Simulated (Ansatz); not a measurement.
Here is the system:

LaSi:
```cif
data_La8Si8
_chemical_formula_sum 'La8 Si8'
_space_group_name_H-M_alt 'Cmcm'
_space_group_IT_number 63
_space_group_name_Hall '-C 2c 2'
_cell_length_a 4.60965
_cell_length_b 13.42690
_cell_length_c 6.65964
_cell_angle_alpha 90.000
_cell_angle_beta 90.000
_cell_angle_gamma 90.000
loop_
_atom_site_label
_atom_site_type_symbol
_atom_site_symmetry_multiplicity
_atom_site_Wyckoff_symbol
_atom_site_fract_x
_atom_site_fract_y
_atom_site_fract_z
_atom_site_occupancy
La1 La 4 c 0.00000 0.72483 0.25000 1
La2 La 4 c 0.00000 0.44857 0.25000 1
Si1 Si 8 f 0.00000 0.09131 0.06367 1
```
(The calculation used a cell of 8 atoms; values per cell refer to that cell.)

This is the r²SCAN-relaxed structure.

**Question.** All from r²SCAN (plane waves, PAW; program Ansatz), unless another level is named. Estimate the electronic character.

**Answer.** metallic (no gap).

**Question.** Next, the density of states at the Fermi level?

**Answer.** 0.76 states/eV per atom (mean over ±0.08 eV).

**Question.** Give the formation energy from the elements (no fitted shifts).

**Answer.** -0.81 eV/atom.

The first step of the workflow began from a Materials Project structure, measured or hypothetical; the Crystallography Open Database copy checked does not list it. COD files the formula under space group No. 62. Its standing as an ambient phase is unchecked. The cell was relaxed with r²SCAN under the symmetry of its start; its stability against distortions is not shown here. The references are the lowest solids computed at this level, not always the standard phases. Spin–orbit coupling is left out wherever it is not named.

Potentials: the later of the program's two PAW sets.
